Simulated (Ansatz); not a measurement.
NaH$_{4}$IO$_{2}$:
Space group P-1 (No. 2); a = 5.8798 Å, b = 7.1006 Å, c = 7.1104 Å, α = 62.70°, β = 81.51°, γ = 65.61°

```csv
atom,site,symmetry,x,y,z
Na,2i,1,0.6772,0.1416,0.5176
H,2i,1,0.6049,0.1092,0.1467
H,2i,1,0.2081,0.1323,0.7163
H,2i,1,0.9455,0.2593,0.1459
H,2i,1,0.0410,0.3444,0.2703
I,2i,1,0.2439,0.6236,0.2218
O,2i,1,0.3662,0.0138,0.7099
O,2i,1,0.0019,0.7811,0.7123
```

Relaxed with r²SCAN+D4. The program Ansatz at the r²SCAN+D4 level (PAW) gives a gap of 4.37 eV.

Question: What gap does HSE06 give on the same cell (Ansatz, PAW)?

Answer: 4.91 eV, 0.53 eV more. The hybrid was solved on a coarser mesh and at special points; the gap given is the minimum over both.

```
k   v1 r²SCAN+D4  c1 r²SCAN+D4  v1 HSE06  c1 HSE06
--  ------------  ------------  --------  --------
Γ          -0.01          4.37     -0.03      4.91
Z          -0.01          5.72     -0.01      6.28
Y          -0.15          5.50     -0.16      6.10
X          -0.22          5.93       [?]       [?]
V2         -0.01          6.13       [?]       [?]
U2         -0.16          6.36       [?]       [?]
T2         -0.10          5.72     -0.11      6.30
R2         -0.03          6.03       [?]       [?]
```

Question: Top valence (v1) and lowest conduction level (c1) in eV from each method's valence maximum (which need not be a listed point): supply the withheld HSE06 values.

Answer: 
- U2, v1 HSE06: -0.17
- U2, c1 HSE06: 6.89
- V2, v1 HSE06: -0.01
- V2, c1 HSE06: 6.70
- X, v1 HSE06: -0.23
- X, c1 HSE06: 6.53
- R2, v1 HSE06: -0.04
- R2, c1 HSE06: 6.57

Cost on shared cores: the r²SCAN+D4 run (SCF on a 5×5×5 mesh, then bands and DOS) roughly 9 core-minutes, the HSE06 run (SCF on 3×3×3, then a few points) about 7 core-minutes (a rough figure); the tasks are unlike.

The workflow started from a Materials Project entry (that database holds measured and hypothetical structures alike); the Crystallography Open Database files this formula in space group No. 2, but the cells were not matched. Its standing as an ambient phase is unchecked. Symmetry was held in the r²SCAN+D4 relaxation; whether a distortion lowers the energy is not shown. Scalar-relativistic: spin–orbit coupling is off unless named, which matters more the heavier the elements.

Potentials: the later of the program's two PAW sets.
